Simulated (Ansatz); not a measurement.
Input file for Ansatz (a program for electronic structure):

Ansatz 0.2 input:
```yaml
crystal:
  lattice:
    - [2.7540907728, 0.0, 0.0]
    - [-1.3770453864, 2.3851125736, 0.0]
    - [0.0, 0.0, 4.3468765998]
  atoms:
    - { symbol: Os, position: [0.3333333333, 0.6666666667, 0.25] }
    - { symbol: Os, position: [0.6666666667, 0.3333333333, 0.75] }
kpoints:
  mp_grid: { grid: [12, 12, 7] }
  band_path:
    path:
      - [[0.0, 0.0, 0.0], [0.5, 0.0, 0.0], [0.3333333333, 0.3333333333, 0.0], [0.0, 0.0, 0.0], [0.0, 0.0, 0.5], [0.5, 0.0, 0.5], [0.3333333333, 0.3333333333, 0.5], [0.0, 0.0, 0.5]]  # Γ-M-K-Γ-A-L-H-A
      - [[0.5, 0.0, 0.5], [0.5, 0.0, 0.0]]  # L-M
      - [[0.3333333333, 0.3333333333, 0.5], [0.3333333333, 0.3333333333, 0.0]]  # H-K
    npoints: 8
basis: { xc_grid: 2 }
hamiltonian:
  xc: pbe
  pseudopotentials: { azcp: { folder: ./paw }, kind: paw_fr }
magnetization: { noncollinear: true, spin_orbit: true }
scf:
  n_extra_bands: 12
  convergence: { dr2_threshold: 0.0000000001 }
  occupations: { method: gaussian, width: 0.05 }
output: { eigenvalues: true }
```

Output (shortened):

```
Pseudopotentials: kind: paw_fr
Pseudopotential: Os, paw, valence charge 16
Functional definition: PBE
non-collinear run that drives no moment, with spin-orbit …
Crystal: 2 atoms, lattice volume = 28.554 Å³
Basis set: ecut = 420 eV, 573 PW (Γ), exchange–correlation on 40×40×60 points (8 copies of the dense FFT grid, shifted against one another)
Bands: 44, of which v1, the nominal top of the filled ones, is band 32 counted from 1 (31 counted from 0)
Symmetry: 24 space group operations + 24 with time reversal
k-points: 76 of 1008
Projection manifold: j_resolved (fully-relativistic pseudo-atomic orbitals)
Initial density: superposition of atomic densities (chi_scale 0.1, normalization cell)
Initial wavefunctions: pseudopotential atomic-orbital guess
Eigensolver: davidson
Functional: x = pbe(κ = 0.804, μ = 0.2195149727645171), c = pbe(β = 0.06672455060314922)
SCF iter   1: F=—  HF=-22830.865562 eV  |F-HF|=—  |Δ(HF+E_count)|=         —  Δρ=6.30e-2  dr2=1.01e0  dr2_m=0.00e0 (ungated)  ethr=3.10e-3  |M|=0.00e0 ∫|m|=0.00e0 μB  |m|>n=0.0e0 m-floor=0.0e0 τ_xc=0.0e0  β_m=0.30  ⟨swp⟩=6.6  Hψ=7639  notcnv=0  defer=46
all-band conjugate gradients solve this SCF's bands
preconditioner: auto → none
SCF iter   2: F=—  HF=-22830.667983 eV  |F-HF|=—  |Δ(HF+E_count)|=   1.98e-1  Δρ=4.52e-2  dr2=5.08e-1  dr2_m=0.00e0 (ungated)  ethr=3.10e-3  |M|=0.00e0 ∫|m|=0.00e0 μB  |m|>n=0.0e0 m-floor=0.0e0 τ_xc=0.0e0  β_m=0.65  ⟨swp⟩=2.0  Hψ=2218  notcnv=0  defer=204
SCF iter   3: F=—  HF=-22830.497947 eV  |F-HF|=—  |Δ(HF+E_count)|=   1.70e-1  Δρ=3.18e-3  dr2=8.99e-4  dr2_m=0.00e0 (ungated)  ethr=1.59e-3  |M|=0.00e0 ∫|m|=0.00e0 μB  |m|>n=0.0e0 m-floor=0.0e0 τ_xc=0.0e0  β_m=0.77  ⟨swp⟩=2.8  Hψ=2751  notcnv=0  defer=372
SCF iter   4: F=—  HF=-22830.498955 eV  |F-HF|=—  |Δ(HF+E_count)|=   1.01e-3  Δρ=5.06e-4  dr2=5.96e-5  dr2_m=0.00e0 (ungated)  ethr=2.81e-6  |M|=0.00e0 ∫|m|=0.00e0 μB  |m|>n=0.0e0 m-floor=0.0e0 τ_xc=0.0e0  β_m=0.75  ⟨swp⟩=2.0  Hψ=2766  notcnv=0  defer=386
SCF iter   5: F=—  HF=-22830.498951 eV  |F-HF|=—  |Δ(HF+E_count)|=   4.02e-6  Δρ=6.17e-5  dr2=3.85e-7  dr2_m=0.00e0 (ungated)  ethr=1.86e-7  |M|=0.00e0 ∫|m|=0.00e0 μB  |m|>n=0.0e0 m-floor=0.0e0 τ_xc=0.0e0  β_m=0.75  ⟨swp⟩=2.6  Hψ=2464  notcnv=0  defer=386
SCF iter   6: F=—  HF=-22830.498953 eV  |F-HF|=—  |Δ(HF+E_count)|=   2.08e-6  Δρ=1.31e-5  dr2=1.80e-8  dr2_m=0.00e0 (ungated)  ethr=1.20e-9  |M|=0.00e0 ∫|m|=0.00e0 μB  |m|>n=0.0e0 m-floor=0.0e0 τ_xc=0.0e0  β_m=0.76  ⟨swp⟩=2.6  Hψ=2805  notcnv=0  defer=386
SCF iter   7: F=—  HF=-22830.498953 eV  |F-HF|=—  |Δ(HF+E_count)|=   5.80e-9  Δρ=1.55e-6  dr2=1.76e-10  dr2_m=0.00e0 (ungated)  ethr=5.63e-11  |M|=0.00e0 ∫|m|=0.00e0 μB  |m|>n=0.0e0 m-floor=0.0e0 τ_xc=0.0e0  β_m=0.82  ⟨swp⟩=2.1  Hψ=2195  notcnv=0  defer=386
SCF iter   8: F=-22830.498953 eV  HF=-22830.498953 eV  |F-HF|=3.64e-12  |Δ(HF+E_count)|=  1.35e-10  Δρ=1.44e-7  dr2=2.85e-12  dr2_m=0.00e0 (ungated)  ethr=1.00e-12  |M|=0.00e0 ∫|m|=0.00e0 μB  |m|>n=0.0e0 m-floor=0.0e0 τ_xc=0.0e0  ⟨swp⟩=7.4  Hψ=4920  notcnv=0
SCF 1 converged in 8 iterations: F = -22830.498953 eV  dr2 = 2.85e-12
NSCF: frozen V_eff on 75 k-points
SCF converged after 8 iterations
Magnetization: |M| = 0.0000 μB,  M = (+0.0000, +0.0000, +0.0000) μB
Absolute magnetization: 0.0000 μB (∫|m|)
  site 0: m = (+0.0000, +0.0000, +0.0000) μB, |m| = 0.0000 μB  (R = 1.11 Å)
  site 1: m = (+0.0000, +0.0000, +0.0000) μB, |m| = 0.0000 μB  (R = 1.11 Å)
Free energy (F): -22830.498953 eV
Harris-Foulkes:  -22830.498953 eV  (|F-HF|=3.64e-12)
Internal energy: -22830.497014 eV  (E = F + TS)
E sigma→0 (E₀):  -22830.497983 eV
Entropy (-TS):   -0.001939 eV (-0.970 meV/atom)
Fermi energy:    25.522942 eV
--- Per-component energies (eV) ---
  E_band       = -156.146075
  E_kinetic    = 985.841125
  E_local      = -1862.734528  (includes V_loc(G=0)·N_el)
  E_nonlocal   = 378.911581
  E_hartree    = 665.782778
  E_xc         = -467.580318
  E_vxc        = -492.227790  (∫ρ·V_xc dr)
  E_paw        = -18142.770122  (= ΣΔE_a)
  E_vpaw       = -497.502924  (= ΣTr[D̂ρ^β])
  E_aug_tail   = 0.000832  (compensation charges beyond the density's cutoff)
  E_ewald      = -4387.948362
  E_smearing   = -0.001939  (= −TS)
  E_closure    =  0.000000  (closes the sum)
  Σ components = -22830.498953   (vs F -22830.498953, Δ=0.00e0)
  [band-id]    e_kinetic+e_local+e_nonlocal+2·e_hartree+e_vxc+e_vpaw+e_augmentation_tail = -156.146147   (vs E_band -156.146075, Δ=-7.19e-5)
--- Band table (eV; the first three rows and the last of 76) ---
  k-point 0: bands = ["-61.0493", "-61.0493", "-60.9418", "-60.9418", "-29.3938", "-29.3938", "-29.1094", "-29.1094", "-17.5991", "-17.5991", "-16.8741", "-16.8741", "-16.6689", "-16.6689", "-16.6276", "-16.6276", "14.6162", "14.6162", "17.7671", "17.7671", "22.0069", "22.0069", "22.4614", "22.4614", "22.6995", "22.6995", "22.8333", "22.8333", "23.6747", "23.6747", "23.8959", "23.8959", "24.2552", "24.2552", "25.2784", "25.2784", "26.7712", "26.7712", "27.3833", "27.3833", "34.2491", "34.2491", "38.7116", "38.7116"]
  k-point 1: bands = ["-61.0440", "-61.0440", "-60.9471", "-60.9471", "-29.3795", "-29.3795", "-29.1233", "-29.1233", "-17.5544", "-17.5544", "-16.8640", "-16.8640", "-16.6795", "-16.6795", "-16.6792", "-16.6792", "14.8652", "14.8652", "17.7943", "17.7943", "21.9126", "21.9126", "22.2762", "22.2762", "22.5983", "22.5983", "22.7410", "22.7410", "23.4686", "23.4686", "24.2507", "24.2507", "24.5245", "24.5245", "24.5382", "24.5382", "26.8621", "26.8621", "27.3825", "27.3825", "35.3124", "35.3124", "38.2571", "38.2571"]
  k-point 2: bands = ["-61.0291", "-61.0291", "-60.9621", "-60.9621", "-29.3397", "-29.3397", "-29.1625", "-29.1625", "-17.4276", "-17.4276", "-16.8358", "-16.8358", "-16.8227", "-16.8227", "-16.7079", "-16.7079", "15.5640", "15.5640", "17.7754", "17.7754", "21.7961", "21.7961", "21.9789", "21.9789", "22.3222", "22.3222", "22.5446", "22.5446", "22.8756", "22.8756", "23.2580", "23.2580", "25.0169", "25.0169", "25.2410", "25.2410", "26.8786", "26.8786", "27.2562", "27.2562", "37.7522", "37.7522", "37.8947", "37.8947"]
  k-point 75: bands = ["-60.9360", "-60.9360", "-60.9360", "-60.9360", "-29.4157", "-29.4157", "-29.4117", "-29.4117", "-17.6377", "-17.6377", "-17.3779", "-17.3779", "-17.2285", "-17.2285", "-16.9699", "-16.9699", "19.5943", "19.5943", "19.7766", "19.7766", "20.2479", "20.2479", "20.7141", "20.7141", "21.9201", "21.9201", "21.9987", "21.9987", "23.7914", "23.7914", "24.5809", "24.5809", "26.9656", "26.9656", "27.0740", "27.0740", "32.8921", "32.8921", "33.1103", "33.1103", "34.8618", "34.8618", "35.1303", "35.1303"]
  band table: 44 of 44 bands, residual norms ≤ 1.0e-3 eV
```

Cost: around 17 core-seconds (rough) on shared cores.

Space group P6_3/mmc (hcp (Mg type)). The cell was relaxed with PBE under the symmetry of its start. No spin polarisation was allowed. Axis ratios of metals converge slowly with the k-mesh, so a and c are less sure than the volume.

Potentials: the earlier of the program's two PAW sets.

Ansatz is a plane-wave DFT program.
